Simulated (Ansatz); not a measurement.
LiC₆:
```cif
data_C6Li
_chemical_formula_sum 'Li1 C6'
_space_group_name_H-M_alt 'P6/mmm'
_space_group_IT_number 191
_space_group_name_Hall '-P 6 2'
_cell_length_a 4.30637
_cell_length_b 4.30637
_cell_length_c 3.67515
_cell_angle_alpha 90.000
_cell_angle_beta 90.000
_cell_angle_gamma 120.000
loop_
_atom_site_label
_atom_site_type_symbol
_atom_site_symmetry_multiplicity
_atom_site_Wyckoff_symbol
_atom_site_fract_x
_atom_site_fract_y
_atom_site_fract_z
_atom_site_occupancy
Li1 Li 1 a 0.00000 0.00000 0.00000 1
C1 C 6 k 0.33358 0.33358 0.50000 1
```

Relaxed at zero pressure with DFT-r²SCAN in the program Ansatz with PAW potentials.

Q: The volume is raised by 6 % and shape and atoms relax at that volume. What pressure results, and how do the axes share the change?

A: -3.4 GPa; a 0.3 %, b 0.3 %, c 5.3 %; the energy rises by 6 meV/atom.

Q: Give the new structure.

A: 
Space group P6/mmm (No. 191); a = b = 4.321 Å, c = 3.869 Å, α = β = 90.00°, γ = 120.00°

| atom | site | symmetry | x | y | z |
|---|---|---|---|---|---|
| Li | 1a | 6/mmm | 0.0000 | 0.0000 | 0.0000 |
| C | 6k | m2m | 0.3335 | 0.3335 | 0.5000 |

The phase is kept; no other phase was compared at this pressure.

The first step of the workflow began from a Materials Project structure, measured or hypothetical; the Crystallography Open Database copy checked does not list it. Its standing as an ambient phase is unchecked. The cell was relaxed with r²SCAN under the symmetry of its start; of distortions, only those at the zone centre were tested.

Potentials: the later of the program's two PAW sets.
